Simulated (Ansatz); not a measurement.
A plane-wave DFT run in Ansatz 0.2.0 (scalar-relativistic PAW potentials unless the input names others): input and command.

```yaml
crystal:
  lattice:
    - [3.391932451, 0.0, 0.0]
    - [0.0, 3.391932451, 0.0]
    - [0.0, 0.0, 5.8266459104]
  atoms:
    - { symbol: Cu, position: [0.5, 0.5, 0.0] }
    - { symbol: Cu, position: [0.5, 0.0, 0.3253410724] }
    - { symbol: Cu, position: [0.0, 0.5, 0.6746589276] }
    - { symbol: S, position: [0.5, 0.0, 0.7317758525] }
    - { symbol: S, position: [0.0, 0.5, 0.2682241475] }
basis:
  ecutwfc: 500
kpoints:
  mp_grid: { grid: [10, 10, 6] }
hamiltonian:
  xc: r2scan
scf:
  occupations: { method: gaussian, width: 0.1 }
  convergence: { dr2_threshold: 1.0e-20 }
  max_iter: 80
output:
  forces: true
  eigenvalues: true
  stress: true
```

```bash
ansatz run input.yaml --threads 1 --pin off --max-ram 2560MiB --backend cpu --events-out ev --progress --plain --runs-dir out
```

Abridged log:
```
Basis set: ecut = 500 eV, 1717 PW (Γ), exchange–correlation on 100×100×180 points (64 copies of the dense FFT grid, shifted against one another)
Bands: 42, of which v1, the nominal top of the filled ones, is band 35 counted from 1 (34 counted from 0)
Symmetry: 8 space group operations
k-points: 84 of 600 (time reversal used)
SCF iter   1: F=—  HF=-21706.122796 eV  |F-HF|=—  |Δ(HF+E_count)|=         —  Δρ=3.70e-2  dr2=5.48e-1  dr2_τ=8.64e-3  ethr=1.77e-3  ⟨swp⟩=6.0  Hψ=13495  notcnv=0  defer=2
SCF iter   2: F=—  HF=-21706.151868 eV  |F-HF|=—  |Δ(HF+E_count)|=   2.91e-2  Δρ=2.14e-2  dr2=1.91e-1  dr2_τ=2.71e-3  ethr=7.94e-4  ⟨swp⟩=3.3  Hψ=7453  notcnv=0  defer=197
SCF iter   3: F=—  HF=-21706.087536 eV  |F-HF|=—  |Δ(HF+E_count)|=   6.43e-2  Δρ=1.41e-2  dr2=9.82e-2  dr2_τ=6.37e-4  ethr=2.77e-4  ⟨swp⟩=2.0  Hψ=6654  notcnv=0  defer=197
SCF iter   4: F=—  HF=-21706.073262 eV  |F-HF|=—  |Δ(HF+E_count)|=   1.43e-2  Δρ=7.70e-3  dr2=2.81e-2  dr2_τ=2.47e-4  ethr=1.42e-4  ⟨swp⟩=1.4  Hψ=4254  notcnv=0  defer=191
SCF iter   5: F=—  HF=-21706.067966 eV  |F-HF|=—  |Δ(HF+E_count)|=   5.30e-3  Δρ=2.20e-3  dr2=2.74e-3  dr2_τ=4.75e-5  ethr=4.07e-5  ⟨swp⟩=2.0  Hψ=4728  notcnv=0  defer=191
SCF iter   6: F=—  HF=-21706.067286 eV  |F-HF|=—  |Δ(HF+E_count)|=   6.80e-4  Δρ=3.42e-4  dr2=3.90e-5  dr2_τ=1.76e-6  ethr=3.97e-6  ⟨swp⟩=2.0  Hψ=5025  notcnv=0  defer=191
SCF iter   7: F=—  HF=-21706.067283 eV  |F-HF|=—  |Δ(HF+E_count)|=   2.75e-6  Δρ=7.92e-5  dr2=4.35e-6  dr2_τ=1.62e-7  ethr=5.65e-8  ⟨swp⟩=2.0  Hψ=5118  notcnv=0  defer=191
SCF iter   8: F=—  HF=-21706.067297 eV  |F-HF|=—  |Δ(HF+E_count)|=   1.44e-5  Δρ=2.71e-5  dr2=4.31e-7  dr2_τ=6.62e-9  ethr=6.30e-9  ⟨swp⟩=2.0  Hψ=5220  notcnv=0  defer=191
   ...
SCF iter  14: F=—  HF=-21706.067297 eV  |F-HF|=—  |Δ(HF+E_count)|=  1.09e-11  Δρ=2.94e-8  dr2=4.07e-13  dr2_τ=2.92e-15  ethr=1.46e-14 (applied; sched 1.00e-12)  ⟨swp⟩=2.0  Hψ=4740  notcnv=0  defer=193
SCF iter  15: F=—  HF=-21706.067297 eV  |F-HF|=—  |Δ(HF+E_count)|=  1.46e-11  Δρ=2.81e-9  dr2=3.12e-15  dr2_τ=1.24e-16  ethr=5.89e-16 (applied; sched 1.00e-12)  ⟨swp⟩=2.0  Hψ=4853  notcnv=0  defer=193
SCF iter  16: F=—  HF=-21706.067297 eV  |F-HF|=—  |Δ(HF+E_count)|=    0.00e0  Δρ=1.08e-9  dr2=5.93e-16  dr2_τ=2.47e-17  ethr=4.52e-18 (applied; sched 1.00e-12)  ⟨swp⟩=2.0  Hψ=5231  notcnv=0  defer=193
SCF iter  17: F=—  HF=-21706.067297 eV  |F-HF|=—  |Δ(HF+E_count)|=    0.00e0  Δρ=5.48e-10  dr2=1.26e-16  dr2_τ=2.03e-18  ethr=9.19e-19 (applied; sched 1.00e-12)  ⟨swp⟩=2.0  Hψ=5230  notcnv=0  defer=193
SCF iter  18: F=—  HF=-21706.067297 eV  |F-HF|=—  |Δ(HF+E_count)|=  3.64e-12  Δρ=1.45e-10  dr2=8.62e-18  dr2_τ=1.86e-19  ethr=9.19e-19 (applied; sched 1.00e-12)  ⟨swp⟩=1.1  Hψ=3355  notcnv=0  defer=193
SCF iter  19: F=—  HF=-21706.067297 eV  |F-HF|=—  |Δ(HF+E_count)|=    0.00e0  Δρ=2.38e-11  dr2=2.16e-19  dr2_τ=7.81e-21  ethr=9.19e-19 (applied; sched 1.00e-12)  ⟨swp⟩=1.0  Hψ=3335  notcnv=0  defer=193
SCF iter  20: F=—  HF=-21706.067297 eV  |F-HF|=—  |Δ(HF+E_count)|=  3.64e-12  Δρ=8.29e-12  dr2=2.94e-20  dr2_τ=5.10e-22  ethr=9.19e-19 (applied; sched 1.00e-12)  ⟨swp⟩=1.0  Hψ=3335  notcnv=0  defer=193
SCF iter  21: F=-21706.067297 eV  HF=-21706.067297 eV  |F-HF|=3.64e-12  |Δ(HF+E_count)|=    0.00e0  Δρ=4.05e-12  dr2=6.59e-21  dr2_τ=8.79e-23  ethr=1.00e-12  ⟨swp⟩=5.2  Hψ=6533  notcnv=0
SCF 1 converged in 21 iterations: F = -21706.067297 eV  dr2 = 6.59e-21
SCF converged after 21 iterations
Free energy (F): -21706.067297 eV
Harris-Foulkes:  -21706.067297 eV  (|F-HF|=3.64e-12)
Internal energy: -21706.053578 eV  (E = F + TS)
E sigma→0 (E₀):  -21706.060437 eV
Entropy (-TS):   -0.013719 eV (-2.744 meV/atom)
Fermi energy:    13.311530 eV
--- Forces (eV/Å), atoms counted from 1 ---
  atom   1  Cu     0.00000000     0.00000000     0.00000000
  atom   2  Cu     0.00000000     0.00000000     0.00216521
  atom   3  Cu     0.00000000     0.00000000    -0.00216521
  atom   4  S      0.00000000     0.00000000     0.00059279
  atom   5  S      0.00000000     0.00000000    -0.00059279
--- Stress (GPa, compression-positive) ---
        8.015251       0.000000       0.000000
        0.000000       8.015251       0.000000
        0.000000       0.000000       8.003753
  P = ⅓ Tr σ = 8.0114 GPa (80.114 kbar)
```

One setting here is needlessly strict: a threshold far tighter than needed (scf.convergence.dr2_threshold: not typed → 1e-20). It leaves the result as it was and can only cost iterations: the run converged in 21 SCF iterations with an energy at zero smearing within 0.01 meV/atom of the reference's, pressure 8.01 GPa, largest force 0.002 eV/Å, no gap on the mesh. A reference run on usual settings, whose relaxation ended at this geometry, converged, and the end of its own relaxation has pressure 8.01 GPa, largest force 0.002 eV/Å, no gap on the mesh (its cell was held, or driven to that pressure on purpose).